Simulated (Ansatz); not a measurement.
Input and command of a plane-wave DFT calculation in Ansatz:

```yaml
crystal:
  lattice:
    - [0.0, 2.8490298693, 2.8490298693]
    - [5.6980597386, 2.8490298693, 2.8490298693]
    - [5.6980597386, 5.6980597386, 0.0]
  atoms:
    - { symbol: Mn, position: [0.25, 0.25, 0.0], spin: 4.0 }
    - { symbol: Mn, position: [0.75, 0.75, 0.0], spin: 4.0 }
    - { symbol: Mn, position: [0.5, 0.5, 0.0], spin: 4.0 }
    - { symbol: Cr, position: [1.0, 0.0, 0.0], spin: 3.0 }
    - { symbol: Mn, position: [0.25, 0.25, 0.5], spin: -4.0 }
    - { symbol: Mn, position: [0.75, 0.75, 0.5], spin: -4.0 }
    - { symbol: Mn, position: [0.5, 0.5, 0.5], spin: -4.0 }
    - { symbol: Cr, position: [1.0, 0.0, 0.5], spin: -3.0 }
basis:
  ecutwfc: 420
kpoints:
  mp_grid: { grid: [12, 12, 6] }
hamiltonian:
  xc: pbe
scf:
  occupations: { method: gaussian, width: 0.1 }
  lower_state_search: "off"
output:
  forces: true
  stress: true
  eigenvalues: true
  populations: true
magnetization:
  spin_polarized: true
```

```bash
ansatz run input.yaml --threads 1 --pin off --max-ram 2560MiB --backend cpu --events-out ev --progress --plain --runs-dir out
```

Processor: Intel(R) Xeon(R) Processor @ 2.50GHz (Skylake/Cascade Lake), 1 thread, on a host shared with other jobs.

Question: How long does it run, and how much memory does it take?

Answer: About 7.4 min on 1 thread of Intel(R) Xeon(R) Processor @ 2.50GHz (Skylake/Cascade Lake) (shared host), peak memory 1.7 GiB. It solves 89 bands at 172 k points (the mesh reduced by the symmetry that the task leaves, which can be less than the crystal's) with about 1827 plane waves, in 24 SCF iterations.
